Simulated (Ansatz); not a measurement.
Rocksalt SnAs (100), 4 layers, DFT, r2SCAN, PAW with Ansatz's default frozen-core files, scalar-relativistic (Ansatz 0.2.0), on 3 threads of Arm Neoverse V1 (shared host).

Command: `ansatz run input.yaml --threads 3 --pin off --max-ram 8192MiB --backend cpu --events-out ev --progress --plain --runs-dir out`

```yaml
crystal:
  lattice:
    - [4.0657406405, 0.0, 0.0]
    - [0.0, 4.0657406405, 0.0]
    - [0.0, 0.0, 24.6247]
  atoms:
    - { symbol: Sn, position: [0.0, 0.0, 0.324876276] }
    - { symbol: As, position: [0.5, 0.5, 0.324876276] }
    - { symbol: Sn, position: [0.5, 0.5, 0.4416254249] }
    - { symbol: As, position: [0.0, 0.0, 0.4416254249] }
    - { symbol: Sn, position: [0.0, 0.0, 0.5583745744] }
    - { symbol: As, position: [0.5, 0.5, 0.5583745744] }
    - { symbol: Sn, position: [0.5, 0.5, 0.675123724] }
    - { symbol: As, position: [0.0, 0.0, 0.675123724] }
kpoints:
  mp_grid: { grid: [9, 9, 1] }
scf:
  occupations: { method: fermi_dirac, width: 0.1 }
hamiltonian:
  xc: r2scan
  pseudopotentials: { kind: paw }
output:
  forces: true
  stress: true
  eigenvalues: true
  populations: true
efield:
  axis: 3
  amplitude: 0
  dipole_correction: true
```

Question: How large is the problem that the program sets up?

Answer: 15 irreducible k-points, 10433 plane waves at Γ, 70 bands.

Question: About how long does it take, and how much memory?

Answer: 36 s of wall time for 7 SCF iterations, with a peak of 1.5 GiB. Times on shared machines scatter by tens of per cent.
